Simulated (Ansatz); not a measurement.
What a change of settings does to a run on LaHg₂

Structure from Materials Project entry mp-11463 (possibly hypothetical), not relaxed further.

First run: DFT, r2SCAN, all-electron PAW with datasets made for the crystal, scalar-relativistic (Ansatz 0.2.0).

Command: `ansatz run input.yaml --threads 1 --pin off --max-ram 4096MiB --backend cpu --events-out ev --progress --plain --runs-dir out` The run took 93 s on 1 thread of Arm Neoverse V1 (shared host), peak memory 1.2 GiB.

```yaml
crystal:
  lattice:
    - [5.0648165732, 0.0, 0.0]
    - [-2.5324082866, 4.3862598179, 0.0]
    - [0.0, 0.0, 3.5561024115]
  atoms:
    - { symbol: La, position: [0.0, 0.0, 0.0] }
    - { symbol: Hg, position: [0.6666666667, 0.3333333333, 0.5] }
    - { symbol: Hg, position: [0.3333333333, 0.6666666667, 0.5] }
kpoints:
  mp_grid: { grid: [9, 9, 12] }
  band_path:
    path:
      - [0.0, 0.0, 0.0]
      - [0.5, 0.0, 0.0]
      - [0.3333333333, 0.3333333333, 0.0]
      - [0.0, 0.0, 0.0]
      - [0.0, 0.0, 0.5]
      - [0.5, 0.0, 0.5]
      - [0.3333333333, 0.3333333333, 0.5]
      - [0.0, 0.0, 0.5]
      - [0.5, 0.0, 0.5]
    npoints: 8
scf:
  occupations: { method: fermi_dirac, width: 0.05 }
hamiltonian:
  xc: r2scan
  pseudopotentials: { kind: all_electron, datasets: crystal }
output:
  forces: true
  stress: true
  eigenvalues: true
  efg: { contact_densities: true }
```

Result: converged; pressure -0.10 GPa; 13 SCF iterations.

No spin–orbit coupling, which matters for the heavy atoms here.

The input is then changed:

```diff
@@ -23,8 +23,9 @@
     npoints: 8
 scf:
-  occupations: { method: fermi_dirac, width: 0.05 }
+  occupations: { method: methfessel_paxton, width: 0.001 }
 hamiltonian:
   xc: r2scan
   pseudopotentials: { kind: all_electron, datasets: crystal }
+  hubbard: { sites: [{ species: La, l: f, u_eff: 3.0 }], double_counting: fll }
 output:
   forces: true
@@ -32,3 +33,4 @@
   eigenvalues: true
   efg: { contact_densities: true }
+accuracy: high
```

Question: Predict the outcome of the changed run.

Answer: It was refused before any iteration. The program says:
```
Error: hamiltonian.pseudopotentials.datasets: crystal, beside a feature not held to (accuracy, as the run sets its own cutoffs) — the datasets of this kind: all_electron run are made for its crystal, and no such run has been held to what stands beside, or a reason given rules it out; change each as told or leave it out, or set another kind (and leave the keys of all_electron out)
```
